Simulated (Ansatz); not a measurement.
SiNi₃:
```
CELL_PARAMETERS angstrom
      3.50647     0.00000     0.00000
      0.00000     3.50647     0.00000
      0.00000     0.00000     3.50647
ATOMIC_POSITIONS crystal
  Si 0.00000 0.00000 0.00000
  Ni 0.00000 0.50000 0.50000
  Ni 0.50000 0.00000 0.50000
  Ni 0.50000 0.50000 0.00000
```

Relaxed with PBE. Special points in fractions of this cell's reciprocal vectors: Γ (0.000, 0.000, 0.000); X (0.000, 0.500, 0.000); M (0.500, 0.500, 0.000); R (0.500, 0.500, 0.500).

Task: List the band energies nearest the Fermi level at these points for plane-wave PAW PBE (Ansatz code).

Result: In eV from the Fermi level; about four levels below and three above (degenerate sets whole), none deeper than 8.9 eV; points with the same levels are listed once.

```json
[
 {"k": "Γ", "below": "-0.94 -0.94 -0.94 -0.62 -0.62 -0.28", "above": "0.04 0.04 0.04"},
 {"k": "X", "below": "-1.31 -1.31 -1.30 -1.14 -0.55", "above": "0.05 3.59 3.59"},
 {"k": "M", "below": "-1.44 -1.44 -1.44 -1.10 -1.01 -0.94", "above": "0.66 0.66 5.58"},
 {"k": "R", "below": "-0.49 -0.19 -0.19 -0.19", "above": "1.22 3.99 3.99 3.99"}
]
```

Space group Pm-3m (Cu3Au type). The PBE relaxation kept the symmetry of its start. No spin polarisation was allowed.

Potentials: the earlier of the program's two PAW sets.
